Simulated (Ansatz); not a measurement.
Zr5Ga3:
```cif
data_Ga6Zr10
_chemical_formula_sum 'Zr10 Ga6'
_space_group_name_H-M_alt 'P63/mcm'
_space_group_IT_number 193
_space_group_name_Hall '-P 6c 2'
_cell_length_a 8.10540
_cell_length_b 8.10540
_cell_length_c 5.73385
_cell_angle_alpha 90.000
_cell_angle_beta 90.000
_cell_angle_gamma 120.000
loop_
_atom_site_label
_atom_site_type_symbol
_atom_site_symmetry_multiplicity
_atom_site_Wyckoff_symbol
_atom_site_fract_x
_atom_site_fract_y
_atom_site_fract_z
_atom_site_occupancy
Zr1 Zr 4 d 0.33333 0.66667 0.00000 1
Zr2 Zr 6 g 0.24289 0.24289 0.25000 1
Ga1 Ga 6 g 0.60841 0.60841 0.25000 1
```

Relaxed with r²SCAN.

Which orbitals make up the states near the Fermi level in the program Ansatz at the r²SCAN level (PAW)?

Within 0.5 eV of the Fermi level: Zr 4d 77 %, Ga 4p 17 %. Projections are on Löwdin-orthogonalised atomic valence shells; empty p or d shells of many metals are not among them.

Tabulate the density of states.

States/eV per cell of 16 atoms, in 0.25 eV bins, energy from the Fermi level.

| E (eV) | total | Zr 4d | Ga 4p | Ga 4s |
|---|---|---|---|---|
| -7.85 | 1.95 | 0.04 | 0.12 | 0.82 |
| -7.60 | 1.65 | 0.06 | 0.13 | 0.71 |
| -7.35 | 2.65 | 0.15 | 0.24 | 1.21 |
| -7.10 | 2.76 | 0.22 | 0.26 | 1.33 |
| -6.85 | 5.41 | 0.82 | 0.42 | 2.89 |
| -6.60 | 6.43 | 1.33 | 0.44 | 3.63 |
| -6.35 | 5.08 | 1.27 | 0.36 | 2.75 |
| -6.10 | 8.51 | 2.37 | 0.57 | 4.57 |
| -5.85 | 6.97 | 2.06 | 0.44 | 3.75 |
| -5.60 | 2.66 | 0.80 | 0.15 | 1.48 |
| -5.35 | 1.94 | 0.60 | 0.06 | 1.16 |
| -5.10 | 0.01 | 0.00 | 0.00 | 0.00 |
| -4.85 | 0.00 | 0.00 | 0.00 | 0.00 |
| -4.60 | 0.00 | 0.00 | 0.00 | 0.00 |
| -4.35 | 0.00 | 0.00 | 0.00 | 0.00 |
| -4.10 | 0.00 | 0.00 | 0.00 | 0.00 |
| -3.85 | 0.63 | 0.17 | 0.24 | 0.01 |
| -3.60 | 5.86 | 1.67 | 2.34 | 0.14 |
| -3.35 | 7.04 | 2.26 | 2.96 | 0.13 |
| -3.10 | 9.55 | 3.59 | 3.72 | 0.35 |
| -2.85 | 8.43 | 3.46 | 3.47 | 0.26 |
| -2.60 | 3.32 | 1.49 | 1.18 | 0.15 |
| -2.35 | 9.07 | 4.51 | 3.07 | 0.29 |
| -2.10 | 8.40 | 4.54 | 2.62 | 0.28 |
| -1.85 | 7.67 | 4.27 | 2.44 | 0.17 |
| -1.60 | 10.53 | 5.88 | 3.61 | 0.12 |
| -1.35 | 15.27 | 8.71 | 5.09 | 0.24 |
| -1.10 | 18.32 | 11.21 | 5.78 | 0.19 |
| -0.85 | 24.39 | 16.87 | 5.85 | 0.20 |
| -0.60 | 19.38 | 12.17 | 5.62 | 0.22 |
| -0.35 | 20.04 | 13.87 | 4.83 | 0.19 |
| -0.10 | 18.03 | 14.45 | 2.79 | 0.09 |
| 0.15 | 9.49 | 8.47 | 0.64 | 0.03 |
| 0.40 | 3.97 | 3.52 | 0.28 | 0.01 |
| 0.65 | 9.45 | 8.03 | 0.99 | 0.04 |
| 0.90 | 12.27 | 10.72 | 0.84 | 0.13 |
| 1.15 | 19.55 | 17.22 | 0.94 | 0.27 |
| 1.40 | 9.22 | 8.33 | 0.42 | 0.05 |
| 1.65 | 6.47 | 5.64 | 0.47 | 0.03 |
| 1.90 | 5.74 | 5.00 | 0.44 | 0.04 |
| 2.15 | 11.80 | 10.28 | 0.82 | 0.08 |
| 2.40 | 10.80 | 9.58 | 0.60 | 0.07 |
| 2.65 | 13.07 | 11.76 | 0.54 | 0.14 |
| 2.90 | 15.83 | 14.52 | 0.48 | 0.12 |
| 3.15 | 18.99 | 17.34 | 0.68 | 0.16 |
| 3.40 | 10.74 | 9.91 | 0.36 | 0.07 |
| 3.65 | 11.10 | 10.28 | 0.43 | 0.05 |
| 3.90 | 10.31 | 9.20 | 0.62 | 0.13 |
| 4.15 | 13.62 | 11.54 | 1.03 | 0.47 |
| 4.40 | 20.81 | 17.91 | 1.60 | 0.58 |
| 4.65 | 20.64 | 17.14 | 1.58 | 0.87 |

Space group P6_3/mcm. The workflow started from a Materials Project entry (that database holds measured and hypothetical structures alike); the Crystallography Open Database copy checked does not list it. Whether it is the stable phase at ambient conditions was not checked. The r²SCAN relaxation kept the symmetry of its start; its stability against distortions is not shown here. No spin polarisation was allowed. Spin–orbit coupling is left out wherever it is not named.

Potentials: the later of the program's two PAW sets.
